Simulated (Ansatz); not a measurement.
This run works on a generated trial structure, not on a known crystal.

Input and command of a plane-wave DFT calculation in Ansatz:

```yaml
crystal:
  lattice:
    - [4.73591504, 0.0, 0.0]
    - [0.0, 5.32762729, 0.0]
    - [0.0, 0.0, 5.47501974]
  atoms:
    - { symbol: Te, position: [0.0, 0.0, 0.5] }
    - { symbol: Te, position: [0.5, 0.0, 0.0] }
    - { symbol: As, position: [0.5, 0.0, 0.72426661] }
    - { symbol: As, position: [0.5, 0.0, 0.27573339] }
    - { symbol: As, position: [0.0, 0.5, 0.5] }
basis:
  ecutwfc: 420
kpoints:
  mp_grid: { grid: [4, 4, 4] }
hamiltonian:
  xc: pbe
scf:
  occupations: { method: gaussian, width: 0.1 }
  lower_state_search: "off"
output:
  forces: true
  stress: true
  eigenvalues: true
relax:
  adjacent_minimum: "off"
  f_tol: 0.04
  max_steps: 70
  cell: { stress_tol: 0.4 }
```

```bash
ansatz run input.yaml --threads 1 --pin off --max-ram 2560MiB --backend cpu --events-out ev --progress --plain --runs-dir out
```

Processor: Intel(R) Xeon(R) Processor @ 2.50GHz (Skylake/Cascade Lake), 1 thread, on a host shared with other jobs.

Problem. How long does it run, and how much memory does it take?

Solution. About 8 min, peak memory 0.6 GiB. It solves 47 bands at 27 k points (after reduction by symmetry) with about 4415 plane waves (on the last cell), in 119 SCF iterations over 17 ionic steps.
